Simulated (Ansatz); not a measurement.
Bulk Tl$_{2}$GeSe$_{3}$, relaxed with r²SCAN+D4 in the plane-wave PAW code Ansatz:

```cif
data_Ge2Se6Tl4
_chemical_formula_sum 'Tl4 Ge2 Se6'
_space_group_name_H-M_alt 'P 1'
_space_group_IT_number 1
_cell_length_a 6.92966
_cell_length_b 7.02336
_cell_length_c 8.89325
_cell_angle_alpha 89.671
_cell_angle_beta 111.994
_cell_angle_gamma 113.570
loop_
_space_group_symop_operation_xyz
  'x, y, z'
loop_
_atom_site_label
_atom_site_type_symbol
_atom_site_fract_x
_atom_site_fract_y
_atom_site_fract_z
_atom_site_occupancy
Tl1 Tl 0.74020 0.32059 0.10530 1
Tl2 Tl 0.25980 0.67941 0.89470 1
Tl3 Tl 0.88207 0.05987 0.66602 1
Tl4 Tl 0.11793 0.94013 0.33398 1
Ge1 Ge 0.43213 0.54658 0.31319 1
Ge2 Ge 0.56787 0.45342 0.68681 1
Se1 Se 0.76634 0.71540 0.91563 1
Se2 Se 0.23366 0.28460 0.08437 1
Se3 Se 0.52519 0.88861 0.25947 1
Se4 Se 0.47481 0.11139 0.74053 1
Se5 Se 0.22797 0.47505 0.49048 1
Se6 Se 0.77203 0.52495 0.50952 1
```

Question: One layer is taken out and relaxed. What does that cost?

Answer: 112 meV/atom, or 22 meV/Å² of layer.

Question: What lattice and gap has the free layer?

Answer: a = 6.835 Å, b = 8.776 Å, γ = 92.5°; gap 1.97 eV, indirect.

Space group P-1. The layer was cut from a bulk entry of the Materials Project (measured or hypothetical); whether that bulk phase is the ambient one, and whether the layer has been isolated, was not checked. The cell was relaxed with r²SCAN+D4 under the symmetry of its start; its stability against distortions is not shown here. Spin–orbit coupling is left out wherever it is not named.

Potentials: the later of the program's two PAW sets.
